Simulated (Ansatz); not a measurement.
## Structure relaxation, Sn

The start is a relaxed Sn cell, doubled along one cell vector, shaken by Gaussian noise of σ = 0.08 Å a coordinate. A full variable-cell relaxation at zero pressure is run with r2SCAN (plane waves to 500 eV, PAW, scalar-relativistic; Ansatz, an electronic-structure program). First-step values are on the input's coarse k-mesh.

Ansatz input (later rounds restart from its end on a renewed k-mesh):
Ansatz 0.2 input:
```yaml
crystal:
  lattice:
    - [9.2588135895, 0, 0]
    - [-2.3147033974, 4.0091838887, 0]
    - [0, 0, 7.6266821669]
  atoms:
    - { symbol: Sn, position: [0.1705978055, 0.6534378003, 0.0771998552] }
    - { symbol: Sn, position: [0.6881473335, 0.6922909646, 0.0722651881] }
    - { symbol: Sn, position: [0.3450389537, 0.3436801807, 0.5805089106] }
    - { symbol: Sn, position: [0.82946856, 0.315503805, 0.5476376008] }
    - { symbol: Sn, position: [0.3352373209, 0.3447241088, 0.9325972503] }
    - { symbol: Sn, position: [0.8386338965, 0.3214239493, 0.9293037854] }
    - { symbol: Sn, position: [0.1630941188, 0.650497194, 0.4272252471] }
    - { symbol: Sn, position: [0.6631001117, 0.6446221832, 0.4335215891] }
basis: { ecutwfc: 500, ecutrho_ratio: 4, xc_grid: 4, fft_grid_basis: typed }
kpoints: { mp_grid: { grid: [4, 8, 5] } }
hamiltonian:
  xc: r2scan
  dispersion: none
  pseudopotentials: { azcp: { folder: ./paw }, kind: paw }
scf: { occupations: { method: fermi_dirac, width: 0.05 } }
relax: { f_tol: 0.01, max_steps: 100, cell: { stress_tol: 0.02 } }
output: { forces: true, stress: true }
```

```json
{
  "largest_initial_force": "1.87 eV/Å, on Sn3 (atoms numbered as listed)",
  "relative_to_the_parent": "It relaxes back to the parent, P6₃/mmc (No. 194)",
  "Shortest distances (start → end)": "The closest pairs of elements (up to four, under 3.6 Å), start → end: Sn–Sn 2.67 → 2.84 Å",
  "band_gap_at_the_end": "no gap on the sampled points, where the bands overlap only slightly; such a result is sensitive to mesh and level",
  "optimiser_moves": "6"
}
```

The end point of the relaxation:

```cif
data_Sn4
_chemical_formula_sum 'Sn4'
_space_group_name_H-M_alt 'P63/mmc'
_space_group_IT_number 194
_space_group_name_Hall '-P 6c 2c'
_cell_length_a 4.62931
_cell_length_b 4.62931
_cell_length_c 7.62671
_cell_angle_alpha 90.000
_cell_angle_beta 90.000
_cell_angle_gamma 120.000
loop_
_atom_site_label
_atom_site_type_symbol
_atom_site_symmetry_multiplicity
_atom_site_Wyckoff_symbol
_atom_site_fract_x
_atom_site_fract_y
_atom_site_fract_z
_atom_site_occupancy
Sn1 Sn 4 f 0.33333 0.66667 0.06289 1
```

Final values are on a 12×12×6 k-mesh of the relaxed cell. No spin polarisation in the result.

The relaxed structure here is a generated cell of Sn: the first start was made by placing the elements on the sites of a structure type, and the end was not matched to a known phase here, so it may be hypothetical. Known forms of Sn include space group No. 141, 227.
